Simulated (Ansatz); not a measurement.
PbF2:
```
CELL_PARAMETERS angstrom
      6.39418     0.00000     0.00000
      0.00000     3.87537     0.00000
      0.00000     0.00000     7.64987
ATOMIC_POSITIONS crystal
  Pb 0.25484 0.25000 0.89407
  Pb 0.74516 0.75000 0.10593
  Pb 0.24516 0.75000 0.39407
  Pb 0.75484 0.25000 0.60593
  F  0.47067 0.25000 0.15441
  F  0.52933 0.75000 0.84559
  F  0.02933 0.75000 0.65441
  F  0.97067 0.25000 0.34559
  F  0.64042 0.75000 0.43685
  F  0.35958 0.25000 0.56315
  F  0.85958 0.25000 0.93685
  F  0.14042 0.75000 0.06315
```

Relaxed with r²SCAN+D4.

**Question.** Give the Bader charges and basin volumes of the independent atoms, DFT-r²SCAN+D4 in the program Ansatz with PAW potentials.

**Answer.** 

```
atom  Bader charge (e)  Bader volume (Å³)
----  ----------------  -----------------
Pb1              +1.61               19.9
F5               -0.81               14.4
F9               -0.80               13.1
```

Space group Pnma. The first step of the workflow began from a Materials Project structure, measured or hypothetical; the Crystallography Open Database files this formula in space group No. 62, but the cells were not matched. Whether it is the stable phase at ambient conditions was not checked. Symmetry was held in the r²SCAN+D4 relaxation; its stability against distortions is not shown here. Scalar-relativistic: spin–orbit coupling is off unless named, which matters more the heavier the elements.

Potentials: the later of the program's two PAW sets.
